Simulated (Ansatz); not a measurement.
Values for one crystal, relaxed and computed with the program Ansatz at the LDA level (PAW); other levels are named.

- Volume per atom = 22.73 Å³
- Band gap = 0.51 eV (indirect)
- Hole effective mass = 0.13, 0.13, 1.6 mₑ (principal values)
- Hill bulk and shear moduli = 44.8 and 26.8 GPa
- Zone-centre stability = no imaginary mode at Γ
- Elastic constants (relaxed ions, GPa) = C11 = 79.4, C22 = 97.5, C33 = 52.1, C12 = 23.5, C13 = 28.0, C23 = 42.4, C44 = 49.6, C55 = 26.8, C66 = 27.5
- Electron effective mass = 0.072, 0.17, 3.1 mₑ (principal values)

Which of these materials gives this?
(A) SnS, Pnma (Sn on 4c, S on 4c)
(B) ZnS, wurtzite
(C) SnO2, rutile
(D) BeS, Pnma (Be on 4c, S on 4c)

A, SnS, Pnma (Sn on 4c, S on 4c)

Symmetry was held in the LDA relaxation. A crystal of weakly bound layers computed without a dispersion correction: the cell and the soft elastic constants depend strongly on that. Scalar-relativistic: spin–orbit coupling is off unless named, which matters more the heavier the elements.

Potentials: the earlier of the program's two PAW sets. The files were generated under PBE; for other functionals the program regenerates the frozen cores, and for LDA and PBEsol the local potential too.
